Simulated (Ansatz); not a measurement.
# Data sheet: BaTiO₃ (DFT)

BaTiO3:
```
CELL_PARAMETERS angstrom
      0.00000     2.85586    -2.87728
      0.00000     2.85586     2.87728
      3.94014     0.00000     0.00000
ATOMIC_POSITIONS crystal
  Ba 0.99338 0.00662 0.00000
  Ti 0.47692 0.52308 0.50000
  O  0.50938 0.97387 0.50000
  O  0.02613 0.49062 0.50000
  O  0.51431 0.48569 0.00000
```

Space group Amm2 (No. 38); conventional cell a = 3.9401 Å, b = 5.7117 Å, c = 5.7546 Å, α = β = γ = 90.00°.

Method: HSE06 in the plane-wave PAW code Ansatz. Structure relaxed to zero pressure with the same functional. Other levels are named where they apply.

**Cell and energy**

```yaml
volume_per_atom: 12.95 Å³
density: 5.98 g/cm³
```

**Electronic structure**

```yaml
band_gap: 3.90 eV (indirect)
valence_band_maximum: at T (k = -0.500, 0.500, 0.500 in fractions of the reciprocal vectors)
conduction_band_minimum: at Γ
smallest_direct_gap_on_the_standard_path: 4.39 eV
Gap with spin–orbit coupling: 3.89 eV (at the special points and the edges found without it)
```

**Mechanics**

```yaml
Bulk modulus (Birch–Murnaghan fit): 100 GPa
Pressure derivative B′: 9.0
```

**Charges**

```yaml
bader_charges: Ba +1.59, Ti +2.36, O -1.34 to -1.31 e
```

This is a known low-temperature phase of the composition, computed here at zero pressure and temperature. Symmetry was held in the HSE06 relaxation; whether a distortion lowers the energy is not shown. The run is not spin-polarised. The hybrid was solved on a coarse mesh, the path and, where they were found, the r²SCAN edge points; its band edges are the extreme levels among these. Spin–orbit coupling is left out wherever it is not named.

Potentials: the earlier of the program's two PAW sets. The files were generated under PBE; for other functionals the program regenerates the frozen cores, and for LDA and PBEsol the local potential too.
